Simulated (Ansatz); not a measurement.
TaAl (rock salt, Fm-3m), the program Ansatz at the PBEsol level (PAW), all energies at zero smearing, with the estimated change up to a 700 eV cutoff added, with one set of potentials and settings (totals compare only within such a set). Cell of 2 atoms (1 Ta, 1 Al): -10329.970 eV.

| element | reference phase | E (eV/atom) |
|---|---|---|
| Ta | Im-3m, 1 atoms in the cell | -9806.5011 |
| Al | Fm-3m, 1 atoms in the cell | -524.5507 |

Formation energy per atom, worked out: (-10329.970 − 1×(-9806.5011) − 1×(-524.5507))/2 = 0.541 eV/atom (52 kJ per mol of atoms), at 0 K, without zero-point energy or fitted corrections.

The start of the workflow was typed in or built on a structure type; neither database checked (COD, Materials Project) lists it. Whether it is the stable phase at ambient conditions was not checked. Symmetry was held in the PBEsol relaxation. At this level the phase is mechanically unstable. No spin polarisation was allowed. Its formation energy is positive at this level, so the cell may be metastable or incomplete. The references are the lowest solids computed at this level, not always the standard phases. Spin–orbit coupling is left out wherever it is not named.

Potentials: the later of the program's two PAW sets.
